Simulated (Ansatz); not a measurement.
HfN: from a starting cell to a relaxed one

The start is a relaxed HfN cell, doubled along one cell vector, shaken by Gaussian noise of σ = 0.08 Å a coordinate. A full variable-cell relaxation at zero pressure is run with PBEsol (plane waves to 420 eV, PAW, scalar-relativistic; Ansatz, a first-principles code). First-step values are on the input's coarse k-mesh.

Ansatz input (later rounds restart from its end on a renewed k-mesh):
Ansatz 0.2 input:
```yaml
crystal:
  lattice:
    - [7.6509362452, 0, 0]
    - [0, 3.8254681226, 0]
    - [0, 0, 4.7098421514]
  atoms:
    - { symbol: Hf, position: [0.2331876218, 0.0122409372, 0.2152941283] }
    - { symbol: Hf, position: [0.7456431276, 0.0236292381, 0.1880044167] }
    - { symbol: Hf, position: [-0.0010505385, 0.5247756118, 0.8140082899] }
    - { symbol: Hf, position: [0.4957893859, 0.4724383806, 0.8523053155] }
    - { symbol: N, position: [0.0051167451, 0.0245194958, -0.0087040499] }
    - { symbol: N, position: [0.5022230838, 0.0117164871, 0.0074501966] }
    - { symbol: N, position: [0.2631201324, 0.4867498083, -0.0093768488] }
    - { symbol: N, position: [0.7453289097, 0.5145748089, 0.0058609475] }
basis: { ecutwfc: 420, ecutrho_ratio: 4, xc_grid: 2, fft_grid_basis: typed }
kpoints: { mp_grid: { grid: [3, 6, 5] } }
hamiltonian:
  xc: pbesol
  dispersion: none
  pseudopotentials: { kind: paw }
scf: { occupations: { method: fermi_dirac, width: 0.05 } }
relax: { f_tol: 0.01, max_steps: 100, cell: { stress_tol: 0.02 } }
output: { forces: true, stress: true }
```

| Quantity | Value |
|---|---|
| Largest initial force | about 5.0 eV/Å, on N7 (atoms numbered as listed) |
| Energy released | 0.23 eV/atom |
| Relative to the parent | It does not go back: it reaches I4/mmm (No. 139), 0.10 eV/atom below the parent |
| Shortest distances (start → end) | The closest pairs of elements (up to four, under 3.6 Å), start → end: Hf–N 1.90 → 2.11 Å; N–N 2.58 → 2.83 Å; Hf–Hf 3.02 → 3.13 Å |
| Band gap at the end | no gap (metallic) |
| Optimiser moves | 24 |

Relaxed structure:

```cif
data_Hf4N4
_chemical_formula_sum 'Hf4 N4'
_space_group_name_H-M_alt 'I4/mmm'
_space_group_IT_number 139
_space_group_name_Hall '-I 4 2'
_cell_length_a 4.00910
_cell_length_b 4.00910
_cell_length_c 9.17468
_cell_angle_alpha 90.000
_cell_angle_beta 90.000
_cell_angle_gamma 90.000
loop_
_atom_site_label
_atom_site_type_symbol
_atom_site_symmetry_multiplicity
_atom_site_Wyckoff_symbol
_atom_site_fract_x
_atom_site_fract_y
_atom_site_fract_z
_atom_site_occupancy
Hf1 Hf 4 e 0.00000 0.00000 0.32271 1
N1 N 4 d 0.00000 0.50000 0.25000 1
```
(The calculation used a cell of 4 atoms; values per cell refer to that cell.)

Final values are on a 16×16×16 k-mesh of the relaxed cell. No spin polarisation in the result.

The relaxed structure here is a generated cell of HfN: the first start was made by placing the elements on the sites of a structure type, and the end was not matched to a known phase here, so it may be hypothetical. Known forms of HfN include space group No. 225.
